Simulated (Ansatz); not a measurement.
Relaxed CdSe (zinc blende):

```
CdSe
1.0
    0.00000     6.19627     6.19627
    3.09814     3.09814     6.19627
    3.09814     3.09814     0.00000
Se Cd
2 2
Direct
  0.00000   0.75000   0.75000
  0.50000   0.75000   0.75000
  0.00000   0.00000   0.00000
  0.50000   0.00000   0.00000
```

The atoms are displaced by Q × the pattern below (from a DFPT mode at X = (0.5, 0.5, 0.0), largest move 1; Q in Å), at fixed cell. It is one choice among 2 degenerate patterns. (q is in reciprocal vectors of the primitive cell; the cell shown is doubled to hold the pattern.)

```csv
atom,x,y,z
Se1,0.000,-1.000,0.000
Se2,0.000,1.000,0.000
Cd3,0.488,0.000,0.000
Cd4,-0.488,0.000,0.000
```

These are PBE (plane waves to 420 eV, PAW, scalar-relativistic; Ansatz, a first-principles code) values and carry that method's errors. k mesh 9×9×9 (Γ-centred), Fermi-Dirac smearing 0.05 eV. CdSe was relaxed with its symmetry unable to fall. 

| Q (Å) | −dE/dQ from forces (eV/Å) |
|---|---|
| -0.100 | 2.235 |
| -0.083 | 1.857 |
| -0.067 | 1.482 |
| -0.050 | 1.109 |
| -0.033 | 0.738 |
| -0.017 | 0.369 |
| 0.000 | 0.000 |
| 0.017 | -0.369 |
| 0.033 | -0.738 |
| 0.050 | -1.109 |
| 0.067 | -1.482 |
| 0.083 | -1.857 |
| 0.100 | -2.235 |

Problem. What harmonic wavenumber does the curvature at Q = 0 give?

Solution. 169 cm⁻¹. E″ = 22.12 eV/Å², M = Σ mᵢ|uᵢ|² = 211.5 u, ν̃ = 521.5·√(|E″|/M).

(For displaced atoms, the force is minus the slope of the energy, and its curvature is a force constant, which sets phonon frequencies.)
